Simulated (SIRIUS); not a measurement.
Worked example: self-consistent single point of Ge (P6_3/mmc, 8 atoms in the cell; from Materials Project mp-1091415, changed as shown) in SIRIUS.

Computed with PBEsol, PseudoDojo 0.4 standard norm-conserving PBEsol (tails mended) pseudopotentials (plane waves; SIRIUS 7.12.0).

The change in words: volume scaled by 1.04. Reference geometry (P6_3/mmc):
```yaml
crystal:
  lattice:
    - [4.03194, 0.00000, 0.00000]
    - [-2.01597, 3.49177, 0.00000]
    - [0.00000, 0.00000, 13.25144]
  atoms:
    - { symbol: Ge, position: [0.00000, 0.00000, 0.40685] }
    - { symbol: Ge, position: [0.00000, 0.00000, 0.59315] }
    - { symbol: Ge, position: [0.00000, 0.00000, 0.90685] }
    - { symbol: Ge, position: [0.00000, 0.00000, 0.09315] }
    - { symbol: Ge, position: [0.33333, 0.66667, 0.34406] }
    - { symbol: Ge, position: [0.66667, 0.33333, 0.65594] }
    - { symbol: Ge, position: [0.66667, 0.33333, 0.84406] }
    - { symbol: Ge, position: [0.33333, 0.66667, 0.15594] }
```

Reference input (self-consistent single point, DFT, PBEsol, plane waves, PseudoDojo 0.4 standard norm-conserving PBEsol (tails mended) pseudopotentials): parameters.ngridk = 4 4 1; parameters.xc_functionals = [XC_GGA_X_PBE_SOL, XC_GGA_C_PBE_SOL]; parameters.gk_cutoff = 8.832 1/bohr; parameters.pw_cutoff = 17.664 1/bohr; parameters.smearing = cold; parameters.smearing_width = 0.00734986 Ha; potentials = PseudoDojo 0.4 standard norm-conserving PBEsol (tails mended) pseudopotentials; parameters.electronic_structure_method = pseudopotential; parameters.num_bands = 67; parameters.num_mag_dims = 0; parameters.num_dft_iter = 100; parameters.energy_tol = 1e-07 Ha. This run's input differs from it in these lines:

```diff
@@ -32,5 +32,5 @@
     "lattice_vectors": [
-      [7.6192661304, 0.0, 0.0],
-      [-3.8096330652, 6.5984795416, 0.0],
-      [0.0, 0.0, 25.0415885775]
+      [7.7195274396, 0.0, 0.0],
+      [-3.8597637198, 6.6853086775, 0.0],
+      [0.0, 0.0, 25.3711114602]
     ],
@@ -43,10 +43,10 @@
       "Ge": [
-        [0.0, 0.0, 10.1881703127],
-        [0.0, 0.0, 14.8534182647],
-        [0.0, 0.0, 22.7089646015],
-        [0.0, 0.0, 2.332623976],
-        [-3.8096e-06, 4.3989885605, 8.615808966],
-        [3.8096368748, 2.199490981, 16.4257796115],
-        [3.8096368748, 2.199490981, 21.1366032547],
-        [-3.8096e-06, 4.3989885605, 3.9049853228]
+        [0.0, 0.0, 10.3222366976],
+        [0.0, 0.0, 15.0488747626],
+        [0.0, 0.0, 23.0077924277],
+        [0.0, 0.0, 2.3633190325],
+        [-3.8598e-06, 4.4568746801, 8.729184609],
+        [3.8597675796, 2.2284339974, 16.6419268512],
+        [3.8597675796, 2.2284339974, 21.4147403391],
+        [-3.8598e-06, 4.4568746801, 3.9563711211]
       ]
```

Output, abridged:

```
[find] density tolerance         : 1e-06
[find] total energy tolerance    : 1e-07
[find] iter_solver_tol (initial) : 0.01
[find] iter_solver_tol (target)  : 1e-13
[find] num_dft_iter              : 100
Charges and magnetic moments
--------------------------------------------------------------------------------
total charge          : 112.000000
[find] | SCF iteration   0 out of 100|
[diagonalize] iterative solver tolerance (occupied, empty): 0.01 0.01
[diagonalize] average number of iterations: 2.5
[find_efermi_generic] Newton iteration converged after 5 steps
[find] Charges and magnetic moments
[find] total charge          : 112.000000
[find] Energy
[find] smearing (-TS)                 :      -0.00066720
[find] Total energy                   :    -713.57600261 (Ha),   -1427.15200522 (Ry)
[find] Free energy (E-TS)             :    -713.57666981 (Ha),   -1427.15333963 (Ry)
[find] band gap (eV)                  :       0.00000000
[find] Efermi                         :       0.30262729
[find] iteration : 0, RMS (target) : 1.6352e-01 (1.0000e-06) , energy difference (target) : -7.1358e+02 (1.0000e-07)
[find] bands are converged : true
[find] iterative solver converged : false
[find] | SCF iteration   1 out of 100|
[diagonalize] iterative solver tolerance (occupied, empty): 0.005 0.005
   [... lines left out ...]
[find] Charges and magnetic moments
[find] Free energy (E-TS)             :    -713.58446828 (Ha),   -1427.16893656 (Ry)
[find] band gap (eV)                  :       0.07375168
[find] Efermi                         :       0.30439198
[find] Charges and magnetic moments
[find] Free energy (E-TS)             :    -713.58694064 (Ha),   -1427.17388128 (Ry)
[find] band gap (eV)                  :       0.10969855
[find] Efermi                         :       0.31018812
[find] Charges and magnetic moments
[find] Free energy (E-TS)             :    -713.58733461 (Ha),   -1427.17466922 (Ry)
   [... lines left out ...]
[ground_state] atom:    3, force:       0.0000000      0.0000000     -0.0004408
[ground_state] atom:    4, force:      -0.0000000     -0.0000000      0.0004240
[ground_state] atom:    5, force:      -0.0000000     -0.0000000     -0.0004240
[ground_state] atom:    6, force:      -0.0000000      0.0000000      0.0004240
[ground_state] atom:    7, force:      -0.0000000      0.0000000     -0.0004240
```

The run converged in 19 iterations. SIRIUS prints the stress tensor with tension positive. Against the reference run the free energy goes up by 9.3 meV/atom, the pressure goes from -0.44 to -2.74 GPa and the largest force goes from 0.045 to 0.023 eV/Å.

The structure comes from a collection of computed structures, made at another level of theory; the collection holds predicted forms beside known ones. Its lattice was then scaled. No clean gap shows at this smearing width and mesh (spacing up to 0.47 Å⁻¹); the mesh is coarse for partly filled bands, so the values carry mesh errors. Semi-local functionals can close small gaps.

Cost on one core: roughly 3 core-minutes.

“Tails mended”: in these copies of the files the far tail of each local potential was reset to the Coulomb form.
